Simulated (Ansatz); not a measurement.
Cu2O in space group Fd-3m (No. 227; O on 8b, Cu on 16d), a = 8.3739 Å, b = 8.3739 Å, c = 8.3739 Å, α = 90.00°, β = 90.00°, γ = 90.00°; the cell used has 6 atoms.

Relaxed with r²SCAN.

Question: Tabulate the valence density and the electron localisation function along the shortest O–Cu contact (1.81 Å), the program Ansatz at the r²SCAN level (PAW).

Answer: 

| distance from O (Å) | density (e/Å³) | ELF |
|---|---|---|
| 0.18 | 6.96 | 0.39 |
| 0.27 | 6.18 | 0.56 |
| 0.36 | 5.08 | 0.71 |
| 0.45 | 3.84 | 0.79 |
| 0.54 | 2.70 | 0.83 |
| 0.63 | 1.85 | 0.83 |
| 0.73 | 1.32 | 0.73 |
| 0.82 | 1.01 | 0.48 |
| 0.91 | 0.88 | 0.24 |
| 1.00 | 1.01 | 0.13 |
| 1.09 | 1.56 | 0.12 |
| 1.18 | 2.85 | 0.16 |
| 1.27 | 5.59 | 0.25 |
| 1.36 | 10.99 | 0.41 |
| 1.45 | 20.41 | 0.60 |
| 1.54 | 34.30 | 0.77 |
| 1.63 | 50.75 | 0.88 |

The density is the valence pseudo-density with augmentation charge, so density and ELF within about 1 Å of a nucleus are not all-electron values.

The start of the workflow was typed in or built on a structure type; neither database checked (COD, Materials Project) lists it. It is not the phase usual at ambient conditions (space group No. 224). The cell was relaxed with r²SCAN under the symmetry of its start; its stability against distortions is not shown here. The workflow began spin-polarised and lost its moments. No Hubbard U is applied.

Potentials: the later of the program's two PAW sets.
